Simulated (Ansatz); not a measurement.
CaO:
```
CaO
1.0
    0.00000     2.39746     2.39746
    2.39746     0.00000     2.39746
    2.39746     2.39746     0.00000
Ca O
1 1
Direct
  0.00000   0.00000   0.00000
  0.50000   0.50000   0.50000
```

This is the r²SCAN-relaxed structure.

All from the program Ansatz at the r²SCAN level (PAW), unless another level is named. Give the smallest direct gap on the standard path.

4.57 eV.

Next, the HSE06 gap on the r²SCAN cell?

5.31 eV.

Predict the hole effective mass, band 1 of 3 at the edge.

2.9 along [100], 2.9 along [110], 1.4 along [111] (mₑ).

Predict the hole effective mass, band 3 of 3 at the edge.

0.37 along [100], 0.47 along [110], 0.51 along [111] (mₑ).

Give the valence-band maximum.

at Γ.

Space group Fm-3m (rock salt). The cell was relaxed with r²SCAN under the symmetry of its start; phonons on a q-mesh show no instability.

Potentials: the later of the program's two PAW sets.
